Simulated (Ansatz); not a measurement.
C:
```cif
data_C10
_chemical_formula_sum 'C10'
_space_group_name_H-M_alt 'P 1'
_space_group_IT_number 1
_cell_length_a 10.41761
_cell_length_b 10.41761
_cell_length_c 10.41761
_cell_angle_alpha 13.821
_cell_angle_beta 13.821
_cell_angle_gamma 13.821
loop_
_space_group_symop_operation_xyz
  'x, y, z'
loop_
_atom_site_label
_atom_site_type_symbol
_atom_site_fract_x
_atom_site_fract_y
_atom_site_fract_z
_atom_site_occupancy
C1 C 0.57468 0.57468 0.57468 1
C2 C 0.42532 0.42532 0.42532 1
C3 C 0.84163 0.84163 0.84163 1
C4 C 0.15837 0.15837 0.15837 1
C5 C 0.10869 0.10869 0.10869 1
C6 C 0.89131 0.89131 0.89131 1
C7 C 0.02482 0.02482 0.02482 1
C8 C 0.97518 0.97518 0.97518 1
C9 C 0.37486 0.37486 0.37486 1
C10 C 0.62514 0.62514 0.62514 1
```

Relaxed with PBEsol. PBEsol (plane waves, PAW; program Ansatz) gives a gap of 4.37 eV.

### Question
What gap does HSE06 give on the same cell (Ansatz, PAW)?

### Answer
5.66 eV, 1.29 eV more. The hybrid was solved on a coarser mesh and at special points; its gap is the smallest among all of these.

```
k   v1 PBEsol  c1 PBEsol  v1 HSE06  c1 HSE06
--  ---------  ---------  --------  --------
Γ        0.00       5.32      0.00      6.75
T       -0.43       5.81         …         …
L       -2.98       4.72         …         …
F       -3.46       4.50     -3.75      5.81
S0      -4.57       5.33         …         …
H0      -4.58       5.37         …         …
```

### Question
Top valence (v1) and lowest conduction level (c1) in eV from each method's valence maximum (which need not be a listed point): supply the withheld HSE06 values.

### Answer

- T, v1 HSE06: -0.45
- T, c1 HSE06: 7.27
- S0, v1 HSE06: -4.96
- S0, c1 HSE06: 6.71
- H0, v1 HSE06: -4.97
- H0, c1 HSE06: 6.75
- L, v1 HSE06: -3.24
- L, c1 HSE06: 6.04

Cost on shared cores: the PBEsol run (SCF on a 13×13×13 mesh, then bands and DOS) roughly 120 core-seconds, the HSE06 run (SCF on 7×7×7, then a few points) about 9 core-minutes (a rough figure); the tasks are unlike.

Space group R-3m. The workflow started from a Materials Project entry (that database holds measured and hypothetical structures alike); the Crystallography Open Database files this formula in space group No. 166, but the cells were not matched. It is not the phase usual at ambient conditions (space group No. 194, 227). The cell was relaxed with PBEsol under the symmetry of its start; its stability against distortions is not shown here.

Potentials: the later of the program's two PAW sets.
